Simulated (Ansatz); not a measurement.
Computed with Ansatz, DFT PBE, scalar-relativistic, plane waves, PAW. Settings: cutoff 420 eV, Γ-centred meshes spaced at most about 0.3 Å⁻¹, and about 0.25 Å⁻¹ or finer for metals (2π included), Gaussian smearing. No spin polarisation in the final relaxations.

These are static total energies at zero pressure.

Two relaxed structures of BPd₄:

1.

```xyz
5
Lattice="5.4165 0.0000 0.0000 -2.7083 4.6908 0.0000 0.0000 0.0000 2.8085" Properties=species:S:1:pos:R:3 pbc="T T T"
B     2.7083    1.5636    0.0000
Pd    1.3355    2.3562    1.4043
Pd    0.0000    4.6693    1.4043
Pd   -1.3355    2.3562    1.4043
Pd    0.0000    0.0000    0.0000
```

2.

```xyz
5
Lattice="-2.6516 2.6516 2.6516 2.6516 -2.6516 2.6516 2.6516 2.6516 -2.6516" Properties=species:S:1:pos:R:3 pbc="T T T"
B     0.0000    0.0000    0.0000
Pd    1.3258    1.3258    1.3258
Pd    1.3258    1.3258   -1.3258
Pd    1.3258   -1.3258    1.3258
Pd   -1.3258    1.3258    1.3258
```

Task: Which is lower in energy, and by how much?

Result: Cell 1 is lower, by 202 meV/atom. Cell 1 has space group P-6m2 (No. 187), 14.3 Å³/atom and no gap on its mesh; cell 2 has space group Im-3m (No. 229), 14.9 Å³/atom and no gap. Counting Pd atoms around B (those within 1.25 times the shortest such distance or 1.15 times the sum of covalent radii), cell 1 has B 6 and cell 2 has B 8. The denser one is the lower, and pressure would at first widen the difference. In cell 1, B has 6 Pd at 2.12 Å, 2 B at 2.81 Å and 3 Pd at 3.13 Å; Pd on a site of symmetry mm2 has 2 B at 2.12 Å, 6 Pd at 2.67–2.81 Å and 4 Pd at 3.05 Å; around Pd on a site of symmetry -6m2 lie 2 Pd at 2.81 Å, 12 Pd at 3.05 Å and 3 B at 3.13 Å. In cell 2, around B lie 8 Pd at 2.30 Å; around Pd lie 2 B at 2.30 Å and 6 Pd at 2.65 Å. Both come from invented guesses.

Cells relaxed within their symmetry can be saddle points.
